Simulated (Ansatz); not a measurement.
**Several inputs for BaTiO3 with Hf replacing Ti**

Cell: a supercell of BaTiO3 (cubic perovskite type, Pm-3m) built from a refined structure from the COD, with all atoms left at the host's positions.

Space group Im-3m (No. 229); a = 8.0120 Å.

| site | Wyckoff | site symmetry | x | y | z |
| --- | --- | --- | --- | --- | --- |
| Ba | 8c | .-3m | 0.2500 | 0.2500 | 0.2500 |
| Hf | 2a | m-3m | 0.0000 | 0.0000 | 0.0000 |
| Ti | 6b | 4/mm.m | 0.0000 | 0.0000 | 0.5000 |
| O9 | 12e | 4m.m | 0.2500 | 0.0000 | 0.0000 |
| O10 | 12d | -4m.2 | 0.2500 | 0.0000 | 0.5000 |

One atom of each set is listed; the run and its k-mesh use a cell of 20 atoms with edges of 6.94, 6.94, 6.94 Å.

Reference run. Method: Kohn–Sham DFT in Ansatz, PBE, plane waves and PAW, scalar-relativistic, 420 eV cutoff, Γ-centred 3×3×3 k-points, Fermi–Dirac smearing 0.01 eV.

It gives V_zz (10²¹ V/m²) O10 2.52 (η 0.00), Ti -0.86 (η 0.00), Ba 0.76 (η 0.00), among others. Each of these runs changes the input as listed (caps on SCF iterations aside):

A. scf.occupations.method: fermi_dirac → methfessel_paxton
B. hamiltonian.hubbard: not typed → {sites: [{species: Hf, l: d, u_eff: 3.0}], double_counting: fll}; scf.occupations.method: fermi_dirac → methfessel_paxton; scf.occupations.width: 0.01 → 0.15

**Question.** Which of these changes matter for the gradients?

**Answer.** 

| run | O10 V_zz (η) | Ti V_zz (η) | Ba V_zz (η) | largest change of a gradient tensor, all atoms | note |
| --- | --- | --- | --- | --- | --- |
| A | 2.52 (0.00) | -0.86 (0.00) | 0.76 (0.00) | 0.00 | converged |
| B | 2.51 (0.00) | -0.86 (0.00) | 1.18 (0.00) | 0.42 | converged |

Run B moves them most, on Ba (V_zz from 0.76 to 1.18).

Run B changes hamiltonian.hubbard, scf.occupations together, so the table can't tell their shares apart.

On the reference run: The defect repeats with the cell of 20 atoms, so it feels its images: sites between two images don't show the values beside a lone defect, and zeros or small values of η there can come from the images' arrangement. O carries a gradient in the pure host already, so the values there aren't the defect's effect alone. This high-symmetry form of BaTiO3 is unstable when cold, to polar off-centring of Ti. The symmetry of the cell holds that distortion back, wholly or in part, and it would change the field gradients, the more the larger the distortion. Without spin–orbit coupling the gradients at and beside Hf can be off by some per cent, at some sites by more. The cell keeps the host's lattice, where the PBE pressure is 9 GPa. The neighbours have not yet relaxed around the defect (largest force 2.3 eV/Å), so a real crystal will differ.
